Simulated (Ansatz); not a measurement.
The elements of this relaxed trial crystal are hidden behind letters.

```
lattice vectors (Å)
  -4.4589    4.4589    2.1342
   4.4589   -4.4589    2.1342
   4.4589    4.4589   -2.1342
fractional positions
X 0.0000 0.0000 0.0000
Z 0.2783 0.1860 0.4643
Z 0.1860 0.7217 0.9076
Z 0.7217 0.8140 0.5357
Z 0.8140 0.2783 0.0924
```

All numbers below come from DFT PBE, scalar-relativistic, plane waves, PAW in Ansatz 0.2.0. Settings of the last relaxation (5-atom cell): 420 eV, 10×10×10 k points, Gaussian smearing of 0.10 eV, no spin polarisation.

```
Space group                                 : I4/m (No. 87)
Conventional cell                           : a = 8.918 Å, c = 4.268 Å
Volume per atom                             : 33.95 Å³
Density                                     : 5.14 g/cm³
Formation energy                            : +0.06 eV/atom
Gap on the 10×10×10 mesh of the 5-atom cell : 0 eV (a metal)
```

Energies are uncorrected and count from the elements' standard states at the same level.

Question: X is a p-block element of period 6 and Z is a p-block element of period 4. Which elements are they?

Answer: X = Bi, Z = Se, so the formula is BiSe4. Density times volume gives a mean mass of 5.14 × 33.95/1.6605 = 105.1 u per atom, and this set has 105.0 u. Bi has 4 Se at 2.98 Å; around Se lie 2 Se at 2.47 Å and 1 Bi at 2.98 Å. Other sets within the hints have nearly the same mass, so mass alone doesn't settle it; this one was computed.

Spin–orbit coupling, which can matter for Bi, is left out. An odd number of electrons in the primitive cell allows no gap without spin; a larger cell or a magnetic state could open one. Symmetry constrained the relaxation, so the result can be a saddle point.
